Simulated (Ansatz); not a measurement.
Relaxed MgAu (CsCl type):

```
CELL_PARAMETERS angstrom
      3.21955     0.00000     0.00000
      0.00000     3.21955     0.00000
      0.00000     0.00000     3.21955
ATOMIC_POSITIONS crystal
  Mg 0.50000 0.50000 0.50000
  Au 0.00000 0.00000 0.00000
```

The atoms are displaced by Q × the pattern below (from a DFPT mode at Γ, largest move 1; Q in Å), at fixed cell. It is one choice among 3 degenerate patterns.

```csv
atom,x,y,z
Mg1,0.000,0.000,1.000
Au2,0.000,0.000,-0.123
```

These are LDA (plane waves to 420 eV, PAW, scalar-relativistic; Ansatz, a first-principles code) values and carry that method's errors. k mesh 14×14×14 (Γ-centred), Fermi-Dirac smearing 0.05 eV. Energies are smeared free energies. With partly filled bands, energies and forces of such displacements shift with the k mesh and the smearing. MgAu was relaxed with its symmetry unable to fall. Spin-orbit coupling is left out, though Au is heavy. The zero of ΔE is the undisplaced structure.

Task: Give the computed ΔE (meV/cell) and −dE/dQ from forces (eV/Å) at Q (Å) = -0.100, -0.083, -0.067, -0.017, 0.017, 0.033, 0.050, 0.100.

Result: 
| Q (Å) | ΔE (meV/cell) | −dE/dQ from forces (eV/Å) |
|---|---|---|
| -0.100 | 22.4 | 0.449 |
| -0.083 | 15.6 | 0.374 |
| -0.067 | 10.0 | 0.299 |
| -0.017 | 0.6 | 0.075 |
| 0.017 | 0.6 | -0.075 |
| 0.033 | 2.5 | -0.149 |
| 0.050 | 5.6 | -0.224 |
| 0.100 | 22.4 | -0.449 |

(For displaced atoms, the force is minus the slope of the energy, and its curvature is a force constant, which sets phonon frequencies.)
